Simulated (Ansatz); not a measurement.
GaN (zinc blende)

```xyz
4
Lattice="0.0000 4.5485 4.5485 2.2743 2.2743 4.5485 2.2743 2.2743 0.0000" Properties=species:S:1:pos:R:3 pbc="T T T"
N      3.4114     3.4114     3.4114
N      3.4114     5.6856     5.6856
Ga     0.0000     0.0000     0.0000
Ga     2.2743     4.5485     2.2743
```

The atoms are displaced by Q × the pattern below (from a DFPT mode at X = (0.5, 0.5, 0.0), largest move 1; Q in Å), at fixed cell. (q is in reciprocal vectors of the primitive cell; the cell shown is doubled to hold the pattern.)

```csv
atom,x,y,z
N1,0.000,0.000,-1.000
N2,0.000,0.000,1.000
```

Atoms not listed stay in place.

All values below come from PBE (plane waves to 420 eV, PAW, scalar-relativistic; Ansatz, a first-principles code). k mesh 12×12×12 (Γ-centred), Fermi-Dirac smearing 0.05 eV. E stands for the smeared free energy. GaN was relaxed with its symmetry unable to fall. The zero of ΔE is the undisplaced structure.

| Q (Å) | ΔE (meV/cell) |
|---|---|
| -0.180 | withheld |
| -0.150 | 483 |
| -0.120 | 310 |
| -0.090 | 175 |
| -0.060 | 78 |
| -0.030 | 19 |
| 0.000 | 0 |
| 0.030 | 19 |
| 0.060 | 78 |
| 0.090 | 175 |
| 0.120 | 310 |
| 0.150 | 483 |
| 0.180 | withheld |

### Question
Fit an even polynomial form (powers 2, 4) to the given rows and predict ΔE at Q = 0.180.

### Answer
Least squares on the 11 given rows: ΔE = (21660)·Q² + (-8684)·Q⁴, in meV/cell with Q in Å; root-mean-square residual 0.2 meV/cell. At 0.180 the fit gives 693 meV/cell; the calculation gives 693 meV/cell, the same to the digits shown. The quadratic term alone would give 702 meV/cell.

(A displaced cell: forces are minus the slopes of the energy, force constants its curvatures, and phonons follow from these.)
